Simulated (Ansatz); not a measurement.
CaPbF$_{6}$ (space group Fm-3m)

```yaml
crystal:
  lattice:
    - [0.00000, 4.24549, 4.24549]
    - [4.24549, 0.00000, 4.24549]
    - [4.24549, 4.24549, 0.00000]
  atoms:
    - { symbol: Ca, position: [0.50000, 0.50000, 0.50000] }
    - { symbol: Pb, position: [0.00000, 0.00000, 0.00000] }
    - { symbol: F, position: [0.75822, 0.75822, 0.24178] }
    - { symbol: F, position: [0.24178, 0.24178, 0.75822] }
    - { symbol: F, position: [0.24178, 0.75822, 0.75822] }
    - { symbol: F, position: [0.75822, 0.24178, 0.24178] }
    - { symbol: F, position: [0.75822, 0.24178, 0.75822] }
    - { symbol: F, position: [0.24178, 0.75822, 0.24178] }
```

A phonon eigenvector at Γ is frozen into this cell: atom i moves by Q times the vector below, so Q is the largest atomic displacement, in Å. The cell is held. It is one choice among 3 degenerate patterns.

```tsv
atom	x	y	z
F3	0.000	-1.000	0.000
F4	0.000	1.000	0.000
F7	0.000	0.000	1.000
F8	0.000	0.000	-1.000
```

Atoms not listed stay in place.

Computed with LDA (plane waves to 420 eV, PAW, scalar-relativistic; Ansatz, a quantum-chemistry and plane-wave program). k mesh 7×7×7 (Γ-centred), fixed occupations. CaPbF6 was relaxed with its symmetry unable to fall. Spin-orbit coupling is left out, though Pb is heavy. ΔE is measured from the undisplaced structure.

```csv
Q (Å),ΔE (meV/cell)
-0.275,3.3
-0.229,-0.8
-0.183,-2.1
-0.138,-1.9
-0.092,-1.1
-0.046,-0.3
0.000,0.0
0.046,-0.3
0.092,-1.1
0.138,-1.9
0.183,-2.1
0.229,-0.8
0.275,3.3
```

Q: Is this a single well or a double well?

A: A double well: the undisplaced structure is a maximum between two minima.

Q: By a smooth curve through the points, how far does the most displaced atom move to reach the deepest minimum?

A: 0.17 Å from zero.

Q: By a smooth curve, how deep is the well, measured from the undisplaced structure?

A: 2.2 meV/cell, cell held fixed.

Q: What harmonic wavenumber does the curvature at Q = 0 give?

A: About 33i cm⁻¹. By second differences, E″ = -0.31 eV/Å², M = Σ mᵢ|uᵢ|² = 76.0 u, ν̃ = 521.5·√(|E″|/M), imaginary since E″ < 0.

(A displaced cell: forces are minus the slopes of the energy, force constants its curvatures, and phonons follow from these.)
